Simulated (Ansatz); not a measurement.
# BN (zinc blende): frozen-phonon scan

Relaxed BN (zinc blende):

```yaml
crystal:
  lattice:
    - [0.00000, 1.81236, 1.81236]
    - [1.81236, 0.00000, 1.81236]
    - [1.81236, 1.81236, 0.00000]
  atoms:
    - { symbol: N, position: [0.75000, 0.75000, 0.75000] }
    - { symbol: B, position: [0.00000, 0.00000, 0.00000] }
```

The atoms are displaced by Q × the pattern below (from a DFPT mode at Γ, largest move 1; Q in Å), at fixed cell. It is one choice among 3 degenerate patterns.

```csv
atom,x,y,z
N1,0.000,0.000,-0.772
B2,0.000,0.000,1.000
```

These are PBE (plane waves to 420 eV, PAW, scalar-relativistic; Ansatz, a program for electronic structure) values and carry that method's errors. k mesh 16×16×16 (Γ-centred), Fermi-Dirac smearing 0.05 eV. Energies are smeared free energies. Stress and pressure are positive under compression. BN was relaxed with its symmetry unable to fall. ΔE is measured from the undisplaced structure.

```csv
Q (Å),ΔE (eV/cell),−dE/dQ from forces (eV/Å),P (GPa)
-0.180,1.074,10.534,27.0
-0.150,0.772,9.480,19.3
-0.120,0.509,8.052,12.6
-0.090,0.292,6.317,7.2
-0.060,0.132,4.345,3.2
-0.030,0.033,2.213,0.8
0.000,0.000,0.000,0.0
0.030,0.033,-2.213,0.8
0.060,0.132,-4.345,3.2
0.090,0.292,-6.317,7.2
0.120,0.509,-8.052,12.6
0.150,0.772,-9.480,19.3
0.180,1.074,-10.534,27.0
```

Derived quantities:

| Item | Result |
|---|---|
| Energy at Q = 0.180 Å | 1074 meV/cell |
| Space group of the distorted cell | Imm2 (No. 44), lowered from F-43m |
| Symmetry of the curve | even: the same for both signs |
| Shape of the curve | a single well with its minimum at or next to zero displacement |
| Harmonic wavenumber from the curvature (finite differences) | 1026 cm⁻¹ |
| Wavenumber by perturbation theory (DFPT, on another k mesh) | 1026 cm⁻¹ |

(A displaced cell: forces are minus the slopes of the energy, force constants its curvatures, and phonons follow from these.)
